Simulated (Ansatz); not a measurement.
System: FePb, 2 atoms in the cell.

The calculation used Ansatz, PBE with spin–orbit coupling, plane waves, PAW datasets (earlier set, tuned by hand).

Cutoff 844 eV; k-mesh 8×8×6 Γ-centred; Fermi–Dirac smearing of 0.1 eV; starting moments Fe1 3 μB along [0, 0, 1].

```
Fe Pb
1.0
     3.20000    0.00000    0.00000
     0.00000    3.20000    0.00000
     0.00000    0.00000    4.10000
Fe Pb
1 1
Direct
  0.00000 0.00000 0.00000
  0.50000 0.50000 0.50000
```

Problem. What pressure does the calculation give?

Solution. The pressure is -2.49 GPa, so at these settings the cell is stretched and would shrink.

The stress includes the program's correction for the finite plane-wave basis.

The cell is a model and need not be the structure known for this compound. The k-mesh is modest, so these values aren't fully converged in k. One magnetic order was tried; another may lie lower.
